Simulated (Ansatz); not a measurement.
ZrB₂: do energies and stresses tell the same story?

Theory: DFT r2SCAN, scalar-relativistic, plane waves, PAW (Ansatz 0.2.0).

Plane waves to 500 eV, a k mesh through Γ of 18×18×12 on the computed 3-atom cell and Gaussian smearing (0.10 eV); no spin polarisation.

Relaxed cell: P6/mmm, a = 3.167 Å, b = 3.167 Å, c = 3.551 Å, α = 90.00°, β = 90.00°, γ = 120.00°, 3 atoms in the primitive cell. Whether it is the stable form of this composition wasn't checked.

Energies at zero smearing and pressures from the stress tensor, at volumes with shape and atoms relaxed:
| V (Å³/atom) | E − E(first) (meV/atom) | P (GPa) |
| --- | --- | --- |
| 9.668 | 0.00 | 16.89 |
| 9.976 | -23.56 | 7.81 |
| 10.285 | -30.87 | -0.01 |
| 10.593 | -24.18 | -6.76 |
| 10.902 | -5.41 | -12.58 |

Problem. Check P = −dE/dV between neighbouring volumes, and get the bulk modulus from the pressures alone.

Solution. With 1 eV/Å³ = 160.2 GPa:
| middle V (Å³/atom) | −ΔE/ΔV (GPa) | mean P (GPa) |
| --- | --- | --- |
| 9.822 | 12.232 | 12.349 |
| 10.131 | 3.799 | 3.899 |
| 10.439 | -3.473 | -3.387 |
| 10.748 | -9.747 | -9.672 |

The two differ by 0.12 GPa at most. The mean of two end pressures misses the average over a step by about ΔV² P″/12, up to 0.11 GPa here; with that taken off 0.00 GPa remains. Around V = 10.285 Å³/atom, the two neighbours give B = −V ΔP/ΔV = 10.285 × 14.57 / 0.617 = 242.9 GPa, against B0 = 242.0 GPa from the Birch–Murnaghan fit of the energies.

Cost: 6 runs of about 4.9 core-minutes in all, on Arm Neoverse V2 (shared hosts).